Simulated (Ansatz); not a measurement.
This run works on a generated trial structure, not on a known crystal.

Input and command of a plane-wave DFT calculation in Ansatz:

```yaml
crystal:
  lattice:
    - [6.8619874106, 0.0, 0.0]
    - [-3.4309937053, 5.9426554181, 0.0]
    - [0.0, 0.0, 6.2720192304]
  atoms:
    - { symbol: K, position: [0.3333333333, 0.6666666667, 0.5] }
    - { symbol: K, position: [0.0, 0.0, 0.0] }
    - { symbol: In, position: [0.6666666667, 0.3333333333, 0.2589572581] }
    - { symbol: In, position: [0.6666666667, 0.3333333333, 0.7410427419] }
    - { symbol: Ag, position: [0.4684166011, 0.5315833989, 0.0] }
    - { symbol: Ag, position: [0.4684166011, 0.9368332022, 0.0] }
    - { symbol: Ag, position: [0.0631667978, 0.5315833989, 0.0] }
basis:
  ecutwfc: 500
kpoints:
  mp_grid: { grid: [6, 6, 6] }
hamiltonian:
  xc: r2scan
scf:
  occupations: { method: gaussian, width: 0.1 }
output:
  forces: true
  stress: true
  eigenvalues: true
```

```bash
ansatz run input.yaml --threads 1 --pin off --max-ram 2560MiB --backend cpu --events-out ev --progress --plain --runs-dir out
```

Processor: Arm Neoverse V1, 1 thread, on a host shared with other jobs.

Estimate time, memory and problem size.

About 85 s, peak memory 1.2 GiB. It solves 61 bands at 28 k points (after reduction by symmetry) with about 6527 plane waves, in 8 SCF iterations.
